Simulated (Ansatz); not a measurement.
**GeSb2Te4: do energies and stresses tell the same story?**

Computed with DFT PBE, scalar-relativistic, plane waves, PAW in Ansatz 0.2.0.

Plane waves to 420 eV, a k mesh through Γ of 8×8×8 on the computed 7-atom cell and Gaussian smearing (0.10 eV); no spin polarisation.

Relaxed cell: I-4m2, a = 6.117 Å, b = 6.117 Å, c = 12.132 Å, α = 90.00°, β = 90.00°, γ = 90.00°, 7 atoms in the primitive cell. Whether it is the stable form of this composition wasn't checked.

Energies at zero smearing and pressures from the stress tensor, at volumes with shape and atoms relaxed:
```tsv
V (Å³/atom)	E − E(first) (meV/atom)	P (GPa)
29.504	0.00	4.64
30.476	-22.56	2.83
31.449	-34.97	1.29
32.422	-38.82	0.00
33.394	-35.41	-1.10
34.367	-25.91	-2.02
35.664	-5.32	-3.04
```

Problem. Check P = −dE/dV between neighbouring volumes, and get the bulk modulus from the pressures alone.

Solution. With 1 eV/Å³ = 160.2 GPa:
```json
{"middle V (Å³/atom)": "29.990", "−ΔE/ΔV (GPa)": "3.715", "mean P (GPa)": "3.732"}
{"middle V (Å³/atom)": "30.963", "−ΔE/ΔV (GPa)": "2.046", "mean P (GPa)": "2.060"}
{"middle V (Å³/atom)": "31.935", "−ΔE/ΔV (GPa)": "0.633", "mean P (GPa)": "0.649"}
{"middle V (Å³/atom)": "32.908", "−ΔE/ΔV (GPa)": "-0.561", "mean P (GPa)": "-0.546"}
{"middle V (Å³/atom)": "33.881", "−ΔE/ΔV (GPa)": "-1.565", "mean P (GPa)": "-1.557"}
{"middle V (Å³/atom)": "35.015", "−ΔE/ΔV (GPa)": "-2.543", "mean P (GPa)": "-2.529"}
```

The two differ by 0.02 GPa at most. The mean of two end pressures misses the average over a step by about ΔV² P″/12, up to 0.03 GPa here; with that taken off 0.01 GPa remains. Around V = 32.422 Å³/atom, the two neighbours give B = −V ΔP/ΔV = 32.422 × 2.39 / 1.945 = 39.8 GPa, against B0 = 39.6 GPa from the Birch–Murnaghan fit of the energies.